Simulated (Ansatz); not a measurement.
## 4 guesses for ScIn4 and where they end

These are results of DFT PBE, scalar-relativistic, plane waves, PAW in Ansatz 0.2.0, not measurements. Settings: cutoff 420 eV, Γ-centred meshes spaced at most about 0.3 Å⁻¹, and about 0.25 Å⁻¹ or finer for metals (2π included), Gaussian smearing. Collinear spin in cells that started with moments and kept them past the coarse steps, no spin elsewhere.

Each guess was relaxed in cell and atoms at zero pressure, within the symmetry of its start. Temperature and zero-point effects are left out. Coordination counts all near atoms (those within 1.25 times the shortest distance at each site; a plus sign parts nearer from farther groups; a slash parts the counts of unlike sites).

| guess | made from | start group | V start (Å³/atom) | end group | V end (Å³/atom) | coordination at the end | gap on mesh (eV) | E over the lowest end (meV/atom) |
| --- | --- | --- | --- | --- | --- | --- | --- | --- |
| 1 | CrGa4 type | Im-3m | 24.6 | Im-3m | 31.1 | Sc 8, In 2+6 | 0 | 0 |
| 2 | random cell | Pm-3m | 29.6 | Pm-3m | 36.0 | Sc 6, In 2/12+8 | 0 | 346 |
| 3 | random cell | P-43m | 26.8 | ? | ? | ? | ? | ? |
| 4 | random cell | Pm-3m | 36.8 | Pm-3m | 33.6 | Sc 12+8, In 2/6 | 0 | 511 |

Guess 3 as it starts:

```
Sc In
1.0
     5.11794    0.00000    0.00000
     0.00000    5.11794    0.00000
     0.00000    0.00000    5.11794
Sc In
1 4
Cartesian
  2.5590 2.5590 2.5590
  3.8616 3.8616 3.8616
  1.2563 1.2563 3.8616
  1.2563 3.8616 1.2563
  3.8616 1.2563 1.2563
```

Problem. Predict the end of this guess and its energy over the lowest end.

Solution. It ends in space group P-43m (No. 215), with a = 5.426 Å, 31.9 Å³/atom and no gap. It lies 178 meV/atom over the lowest end, above guess 1 and below guess 2. Counting all near atoms, this end has Sc 4, In 4 and the lowest (guess 1) has Sc 8, In 2+6.

```
CELL_PARAMETERS angstrom
5.42578 0.00000 0.00000
0.00000 5.42578 0.00000
0.00000 0.00000 5.42578
ATOMIC_POSITIONS crystal
Sc 0.50000 0.50000 0.50000
In 0.80057 0.80057 0.80057
In 0.19943 0.19943 0.80057
In 0.19943 0.80057 0.19943
In 0.80057 0.19943 0.19943
```

The zero of energy is the elements' standard structures at the same level; no fitted shifts are applied.

Problem. Is the lowest end bound against the elements?

Solution. No: its formation energy is +0.05 eV/atom. It can't be a ground state, since the elements alone are lower.

Cells relaxed within their symmetry can be saddle points. A lower structure may well exist outside this small set. Some structure types and database cells were kept out of the candidates from the start, so a known form may be missing.
